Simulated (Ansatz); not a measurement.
**Phonons of LaC2 in the CaC2-type structure**

Computed with Ansatz (plane waves, PAW, 420 eV cutoff): PBEsol, scalar-relativistic, no spin polarisation, Gaussian smearing of 0.15 eV; PAW files: Ansatz's generated set soft_2.

```
CELL_PARAMETERS angstrom
-1.94617 1.94617 3.26299
1.94617 -1.94617 3.26299
1.94617 1.94617 -3.26299
ATOMIC_POSITIONS crystal
La 0.00000 0.00000 0.00000
C 0.40081 0.40081 0.00000
C 0.59919 0.59919 0.00000
```

The start was a prototype's sites filled with these elements; the Crystallography Open Database holds the compound in this structure.

Force constants come from finite displacements in a 2×2×2 supercell (the unit cell's 12×12×12 k-mesh, folded to it); the long-range dipole term is not included. Points in reciprocal vectors of this cell: Γ = (0.000, 0.000, 0.000), X = (0.000, 0.000, 0.500), P = (0.250, 0.250, 0.250), N = (0.000, 0.500, 0.000), M = (0.500, 0.500, -0.500), S = (0.339, 0.661, -0.339), S0 = (-0.339, 0.339, 0.339), R = (-0.178, 0.178, 0.500), G = (0.500, 0.500, -0.178).

Frequencies at the named points (cm⁻¹, imaginary ones negative):
```tsv
point	ω (cm⁻¹)
Γ	0 0 0 287 287 338 362 362 1651
X	83 101 129 263 299 321 327 353 1607
P	116 116 133 287 287 335 335 399 1586
N	88 106 129 290 311 346 350 380 1580
M	84 84 116 286 286 306 306 307 1570
S	76 94 111 249 280 309 335 368 1582
S0	76 94 111 249 280 309 335 368 1582
R	79 113 116 269 278 305 330 368 1594
G	79 113 116 269 278 305 330 368 1594
```

(1) Is the structure dynamically stable along this path, and where does the spectrum end?

Answer:

(1) Not settled: a branch is imaginary, down to 51i cm⁻¹ between S0 and Γ, but only at interpolated points; at the wave vectors that fit the supercell all modes are real. The highest frequency is 1651 cm⁻¹, at Γ. Points that don't fit the supercell are interpolated.

The compound is known in this structure, so the unstable mode may be the calculation's: soft modes are sensitive to the volume, the k-mesh, the supercell and spin–orbit coupling, and real crystals can be held by temperature.

The crystal is a metal or nearly so; low and unstable modes depend on mesh and smearing.

Cost: 2.9 min on 4 threads of AMD EPYC 7R43 64-Core Processor (Zen 3) (shared host), peak memory 2.7 GiB.

No spin–orbit coupling, a notable omission for heavy elements.
